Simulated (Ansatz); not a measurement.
# AlRu: moving Ru off its site

AlRu, Pm-3m, a = 2.983 Å. The structure is a COD entry; whether it is the stable form wasn't checked. Ansatz: r2SCAN, PAW, 500 eV, Γ-centred 20×20×20 mesh on 2 atoms, Gaussian smearing 0.15 eV; no spin polarisation.

```yaml
crystal:
  lattice:
    - [2.98262, 0.00000, 0.00000]
    - [0.00000, 2.98262, 0.00000]
    - [0.00000, 0.00000, 2.98262]
  atoms:
    - { symbol: Al, position: [0.00000, 0.00000, 0.00000] }
    - { symbol: Ru, position: [0.50000, 0.50000, 0.50000] }
```

Atom 2 (Ru) moves by x along the unit vector (0.000, 0.000, 1.000), with its periodic images; all else is held. y is the free energy of the cell over the start, F the force along the path summed over the moved atoms. Symmetry makes y even in x.

```
  x (Å) y (meV) F (eV/Å)
-0.1000        ?         ?
-0.0500    10.21      0.41
 0.0000     0.00      0.00
 0.0125     0.64     -0.10
 0.0250     2.55     -0.20
 0.0375     5.75     -0.31
 0.0625    15.96     -0.51
 0.0750    22.97     -0.61
 0.0875    31.26     -0.71
```

Problem. Fit y = c2 x² + c4 x⁴ to the energies of the other rows, give the force constant, and predict energy and force of the missing row.

Solution. Least squares on the rows shown. y = 4086.8 x² − 513.89 x⁴. The force constant is 2 c2 = 8.17 eV/Å² (for all images moving together, not for a lone atom). With two atoms in a cubic cell this is the optical mode at Γ (in a metal it hangs on mesh and smearing): ω = 521.5 √(2 c2/μ) = 323 cm⁻¹ for μ = 21.30 u. The force −dy/dx at the missing row is 0.82 eV/Å (computed 0.81). At x = -0.1000 the fit asked for gives 40.82 meV. The run gave 40.81 meV, so the fit is 0.01 meV too high, a small miss on the scale of the series.

Cost: 9 runs of about 6.7 core-minutes in all, on Intel Xeon Processor @ 2.70GHz (shared hosts).